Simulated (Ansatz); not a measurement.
AlCr2C:
```xyz
8
Lattice="2.8402 0.0000 0.0000 -1.4201 2.4597 0.0000 0.0000 0.0000 12.7046" Properties=species:S:1:pos:R:3 pbc="T T T"
Al     1.4201     0.8199     3.1762
Al     0.0000     1.6398     9.5285
Cr     0.0000     1.6398     5.2816
Cr     1.4201     0.8199     7.4230
Cr     1.4201     0.8199    11.6339
Cr     0.0000     1.6398     1.0707
C      0.0000     0.0000     6.3523
C      0.0000     0.0000     0.0000
```

Relaxed with PBE. Special points in fractions of this cell's reciprocal vectors: Γ (0.000, 0.000, 0.000); M (0.500, 0.000, 0.000); K (0.333, 0.333, 0.000); A (0.000, 0.000, 0.500); L (0.500, 0.000, 0.500); H (0.333, 0.333, 0.500).

Task: List the band energies nearest the Fermi level at these points for PBE (plane waves, PAW; program Ansatz).

Result: In eV from the Fermi level; about four levels below and three above (degenerate sets whole), none deeper than 8.9 eV; points with the same levels are listed once.

| k | below | above |
|---|---|---|
| Γ | -0.22 -0.22 -0.19 -0.19 | 0.59 0.59 0.64 0.64 |
| M | -3.10 -3.05 -2.02 -1.98 | 0.11 0.30 0.40 0.40 |
| K | -2.22 -2.22 -1.89 -0.80 | 0.35 0.35 0.65 0.65 |
| A | -0.21 -0.21 -0.21 -0.21 | 0.62 0.62 0.62 0.62 |
| L | -3.05 -3.05 -2.00 -2.00 | 0.27 0.27 0.35 0.35 |
| H | -2.06 -2.06 -1.28 -1.28 | 0.27 0.27 0.77 0.77 |

Space group P6_3/mmc. The PBE relaxation kept the symmetry of its start. No spin polarisation was allowed.

Potentials: the earlier of the program's two PAW sets.
